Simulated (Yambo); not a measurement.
**Rb$_{2}$NaYF$_{6}$: sweep of GW parameters**

G0W0@LDA for Rb$_{2}$NaYF$_{6}$ (space group Fm-3m, No. 225) in Yambo. Reference settings: 2×2×2 Γ-centred k mesh, bands 2 to 272 and a 7 Ry block in the screening, 272 bands in G with the Bruneval-Gonze terminator, plasmon pole fitted at 27.2 eV. The LDA gap Γ → Γ on this mesh is 6.10 eV; G0W0 gaps are taken between the same points.

```csv
change from the reference,G0W0 gap Γ → Γ (eV),shift of the valence edge (eV),rough Yambo cost
reference settings,10.10,-2.39,1
"156 bands in W, 156 bands in G",10.17,-2.31,within a factor of two
wavefunctions cut at 30 Ry,10.08,-2.35,about 1/3
exchange cut at 5 Ry,6.79,1.91,–
exchange cut at 40 Ry,9.98,-2.27,–
"74 bands in W, 74 bands in G, 6 Ry block",10.72,-2.35,about 1/5
"107 bands in W, 107 bands in G, 2 Ry block",11.18,-3.28,about 1/4
"156 bands in W, 156 bands in G, 2 Ry block",10.97,-3.26,about 1/2
"156 bands in W, 156 bands in G, 3 Ry block",10.47,-2.70,about 1/2
"156 bands in W, 156 bands in G, 6 Ry block",10.19,-2.34,about 1/2
"214 bands in W, 214 bands in G, 3 Ry block",10.38,-2.72,within a factor of two
"214 bands in W, 214 bands in G, 6 Ry block",10.13,-2.38,within a factor of two
"156 bands in W, 156 bands in G, no terminator",10.06,-2.08,within a factor of two
"214 bands in W, 214 bands in G, 3 Ry block, no terminator",10.34,-2.62,within a factor of two
"214 bands in W, 214 bands in G, no terminator",10.01,-2.14,within a factor of two
```

The reference isn't shown to be the converged limit. Costs are rough (shared machines), scaled to the same edge states, and given only for runs that recompute the screening.

Geometry of the Materials Project entry, not relaxed at this level; primitive cell a = 6.3829 Å, b = 6.3829 Å, c = 6.3829 Å, α = 60.00°, β = 60.00°, γ = 60.00°.

A shift is the quasiparticle energy of the state minus its LDA energy.
